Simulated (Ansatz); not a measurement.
MgF₂ (rutile, space group No. 136), the program Ansatz at the PBEsol level (PAW). The conduction-band minimum lies at Γ, with 1 equivalent valley. Second derivatives d²E/dk² of the lowest band at one valley (eV·Å²), along Cartesian directions:

```
direction  d²E/dk²
---------  -------
[100]        14.32
[010]        14.33
[001]        15.00
[110]        14.33
[101]        14.66
[011]        14.66
```

Question: Find the principal effective masses, the density-of-states mass and the conductivity mass.

Answer: Off-diagonal terms follow from H_xy = H[110] − (H_xx + H_yy)/2, and m*/mₑ = 7.620 eV·Å² over each eigenvalue: 0.51, 0.53, 0.53. One valley's DOS mass (m₁m₂m₃)^(1/3) = 0.52, conductivity mass 3/(Σ 1/mᵢ) = 0.52 mₑ.

Question: What effective density of states Nc follows at 300 K for parabolic valleys?

Answer: Nc = 2.509e19 × 1 × (0.52)^(3/2) ≈ 9.4e18 cm⁻³.

Space group P4_2/mnm (rutile). The cell was relaxed with PBEsol under the symmetry of its start. Point labels and valley counts follow the cell and symmetry of the run, lower than the named group.

Potentials: the later of the program's two PAW sets.

Edges and masses are those of Kohn–Sham bands, whose gap is no quasiparticle gap.
